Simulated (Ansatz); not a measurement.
The start is a generated trial cell of Ti in the hcp structure type. The cell and all atomic positions are relaxed at zero pressure with PBEsol (plane waves to 420 eV, PAW, scalar-relativistic; Ansatz, an electronic-structure program). First-step values are on the input's coarse k-mesh.

Ansatz input (later rounds restart from its end on a renewed k-mesh):
Ansatz 0.2 input:
```yaml
crystal:
  lattice:
    - [2.95, 0, 0]
    - [-1.475, 2.554775, 0]
    - [0, 0, 4.6846]
  atoms:
    - { symbol: Ti, position: [0.33333333, 0.66666667, 0.75] }
    - { symbol: Ti, position: [0.66666667, 0.33333333, 0.25] }
basis: { ecutwfc: 420, ecutrho_ratio: 4, xc_grid: 2, fft_grid_basis: typed }
kpoints: { mp_grid: { grid: [13, 13, 7] } }
hamiltonian:
  xc: pbesol
  dispersion: none
  pseudopotentials: { azcp: { folder: ./paw }, kind: paw }
scf: { occupations: { method: fermi_dirac, width: 0.05 } }
relax: { f_tol: 0.01, max_steps: 100, cell: { stress_tol: 0.02 } }
output: { forces: true, stress: true }
```

Q: What pressure does the first self-consistent step give?

A: -5.9 GPa (negative: the cell is under tension).

Q: How much energy is released per atom?

A: 0.02 eV/atom.

Q: How does the volume change?

A: -5.3 %, from 17.65 to 16.72 Å³/atom.

Q: How do the shortest distances between atoms change?

A: The closest pairs of elements (up to four, under 3.6 Å), start → end: Ti–Ti 2.90 → 2.84 Å.

Q: What band gap does the relaxed structure have at this level?

A: No gap (metallic).

Q: Give the final cell and atomic positions.

A: 
Space group P6₃/mmc (No. 194); a = 2.9004 Å, b = 2.9004 Å, c = 4.5902 Å, α = 90.00°, β = 90.00°, γ = 120.00°

```csv
atom,site,symmetry,x,y,z
Ti,2d,-6m2,0.6667,0.3333,0.2500
```

The space group stays P6₃/mmc (No. 194) (the run could not lower it); the end is hcp (Mg type), with 2 atoms in the primitive cell. Final values are on a 18×18×10 k-mesh of the relaxed cell. No spin polarisation in the result.

The run could not lose the symmetry of its start; a randomly shaken copy of 2 atoms returns to this structure.

All atoms sit on sites fixed by symmetry, so only the cell could relax.
